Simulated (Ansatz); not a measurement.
# Barrier of one jump, Li in Bi2Se3

All numbers below come from Ansatz 0.2.0, DFT LDA, scalar-relativistic, plane waves, PAW. (420 eV cutoff, 3×3×3 k-mesh, Gaussian smearing of 0.10 eV, no spin polarisation)

Host crystal, relaxed:

```
Bi Se
1.0
     2.05177    1.18459    9.31303
    -2.05177    1.18459    9.31303
     0.00000   -2.36918    9.31303
Bi Se
2 3
Direct
  0.40126 0.40126 0.40126
  0.59874 0.59874 0.59874
  0.00000 0.00000 0.00000
  0.20942 0.20942 0.20942
  0.79058 0.79058 0.79058
```

In a supercell of 20 host sites, interstitial Li hops to an equivalent place, moving 4.10 Å between the relaxed ends. Climbing-image nudged elastic band at fixed cell with images 0 (start) to 4 (end), the path measured over all atoms, converged to 0.05 eV/Å; the order of the saddle wasn't checked, and the small cell leaves errors of about a tenth of an eV. At the top the atom squeezes straight between two others, where symmetry can hold a band on a ridge, so a bent path, such as one by way of a neighbouring hole, may have a much lower barrier.

Supercell rows in host cell vectors: -2 2 0; -2 0 2; -1 1 1. Li was set at (0.500, 0.500, 0.500) of the host cell.

At the relaxed start Li has 1 Se at 2.65 Å, 3 Se at 2.66 Å, 2 Se at 2.67 Å, 2 Bi at 2.93 Å.

A cell with an odd number of electrons and no spin polarisation is a metal by construction and may be lower with spin. Spin-orbit coupling is left out, which matters for the bands and energies of heavy elements.

Task: What barrier does the band give, and what surrounds the atom at the top?

Result: 0.94 eV at image 2, where Li has 1 Se at 2.18 Å, 1 Se at 2.19 Å.

Cost: 1 run of about 16 core-minutes, on AMD EPYC 9R45 (Zen 5) (shared hosts).